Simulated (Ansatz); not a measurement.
**An Ansatz input for La3ZrBi5**

```yaml
crystal:
  lattice:
    - [9.7613, 0.0, 0.0]
    - [-4.88065, 8.453533774, 0.0]
    - [0.0, 0.0, 6.51972]
  atoms:
    - { symbol: La, position: [0.6187, 0.0, 0.25] }
    - { symbol: La, position: [0.6187, 0.6187, 0.75] }
    - { symbol: La, position: [0.0, 0.6187, 0.25] }
    - { symbol: La, position: [0.3813, 0.0, 0.75] }
    - { symbol: La, position: [0.3813, 0.3813, 0.25] }
    - { symbol: La, position: [0.0, 0.3813, 0.75] }
    - { symbol: Zr, position: [0.0, 0.0, 0.0] }
    - { symbol: Zr, position: [0.0, 0.0, 0.5] }
    - { symbol: Bi, position: [0.26135, 0.0, 0.25] }
    - { symbol: Bi, position: [0.26135, 0.26135, 0.75] }
    - { symbol: Bi, position: [0.0, 0.26135, 0.25] }
    - { symbol: Bi, position: [0.73865, 0.0, 0.75] }
    - { symbol: Bi, position: [0.73865, 0.73865, 0.25] }
    - { symbol: Bi, position: [0.0, 0.73865, 0.75] }
    - { symbol: Bi, position: [0.3333333333, 0.6666666667, 0.0] }
    - { symbol: Bi, position: [0.6666666667, 0.3333333333, 0.5] }
    - { symbol: Bi, position: [0.6666666667, 0.3333333333, 0.0] }
    - { symbol: Bi, position: [0.3333333333, 0.6666666667, 0.5] }
kpoints:
  mp_grid: { grid: [4, 4, 5] }
scf:
  max_iter: 100
hamiltonian:
  xc: pbe
  pseudopotentials: { kind: paw }
output:
  forces: true
  stress: true
  populations: true
  efg:
    quadrupole_moments_barn: { La: 0.206, Zr: -0.176, Bi: -0.516 }
    contact_densities: true
```

```sh
ansatz run input.yaml --threads 2 --pin off --max-ram 5120MiB --backend cpu --events-out ev --progress --plain --runs-dir out
```

Q: What happens when this input is run?

A: The input was rejected before any iteration. The input holds no occupation method. The program says:

```
Error: YAML parse error: `scf.occupations.method` is required: fixed only where the cell keeps a band gap throughout the run, explicit beside scf.occupations.values (under evaluate: without them), else a smearing such as fermi_dirac (scf.occupations.width is optional; its entry in the input reference gives the default)
```

Against a sound input the change was `scf.occupations`: {method: fermi_dirac, width: 0.05} → not typed; `scf.max_iter`: not typed → 100.

With the sound settings the run converges and gives V_zz (10²¹ V/m²) La 2.61 (η 0.41), Zr -6.49 (η 0.00), Bi9 13.23 (η 0.69), Bi15 59.8 (η 0.00); a site carries the number of its first atom in the input. The run finds no gap above 0.1 eV (a metal, or nearly one), so the gradients can move by 10 % or more with the k-mesh. Spin–orbit coupling is left out, which shifts gradients on Bi by a few per cent in wide-gap crystals, and can shift them far more where the calculated gap is small or absent, as here.
